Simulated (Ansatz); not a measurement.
Si (I4_1/amd), two-dimensional strain map

The calculation used Ansatz, DFT r2SCAN, scalar-relativistic, plane waves, PAW. The runs took a 500 eV cutoff, a Γ-centred 20×20×20 mesh and Gaussian smearing (0.15 eV). No spin polarisation. Energies are free energies at this smearing, counted from the undisturbed cell; pressure is positive in compression.

Zero of the scan (as given, not relaxed at this level; it stands at 2.5 GPa; this form isn't the usual structure):

```xyz
2
Lattice="-2.3714 2.3714 1.3293 2.3714 -2.3714 1.3293 2.3714 2.3714 -1.3293" Properties=species:S:1:pos:R:3 pbc="T T T"
Si    2.3714    0.0000    0.6646
Si    0.0000    0.0000    1.3293
```

The cell is strained by p along both x and y and by q along z, fractional coordinates fixed. Points are written (p, q).

Energy above the undisturbed cell in meV/atom (a dash: not computed):

```csv
p \ q,-0.080,-0.040,0.000,0.040,0.080
-0.080,?,366.3,291.2,245.7,?
-0.040,205.1,?,76.1,55.4,52.0
0.000,72.4,18.9,0.0,4.9,23.4
0.040,45.3,12.5,18.1,43.5,81.4
0.080,?,74.5,96.1,140.3,193.6
```

Q: Fill in the withheld energies.

A: (-0.080, -0.080): 482.0; (-0.080, 0.080): 215.2; (-0.040, -0.040): 120.9; (0.080, -0.080): 88.1.